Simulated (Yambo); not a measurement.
## How GW settings move the gap: LaS$_{2}$

G0W0@PBEsol for LaS2 (space group P2_1/c, No. 14) in Yambo. Reference settings: 1×4×1 Γ-centred k mesh, 401 bands and a 7 Ry block in the screening, 401 bands in G with the Bruneval-Gonze terminator, plasmon pole fitted at 27.2 eV. The PBEsol gap Γ → Γ on this mesh is 0.97 eV; G0W0 gaps are taken between the same points.

| change from the reference | G0W0 gap Γ → Γ (eV) | shift of the valence edge (eV) | rough Yambo cost |
|---|---|---|---|
| reference settings | 1.81 | -0.54 | 1 |
| 259 bands in W, 259 bands in G | 1.81 | -0.42 | within a factor of two |
| 259 bands in G | 1.80 | -0.51 | – |
| 188 bands in W | 1.82 | -0.35 | within a factor of two |
| 3 Ry block | 1.58 | -0.26 | within a factor of two |
| 6 Ry block | 1.77 | -0.49 | within a factor of two |
| 152 bands in G, no terminator | 1.65 | 0.26 | – |
| 259 bands in G, no terminator | 1.76 | -0.22 | – |
| no terminator | 1.79 | -0.40 | – |

The reference isn't shown to be the converged limit. Costs are rough (shared machines), scaled to the same edge states, and given only for runs that recompute the screening. The mesh misses a band edge: along a dense path the PBEsol gap is 0.52 eV against 0.97 eV on the mesh.

The 4f states are in the valence at their DFT position.

Geometry of the Materials Project entry, not relaxed at this level; primitive cell a = 8.212 Å, b = 4.144 Å, c = 8.218 Å, α = γ = 90.00°, β = 90.06°.

The structure is a Materials Project entry; no match was found in the copy of COD used, and its stability was not checked.

A shift is the quasiparticle energy of the state minus its PBEsol energy.
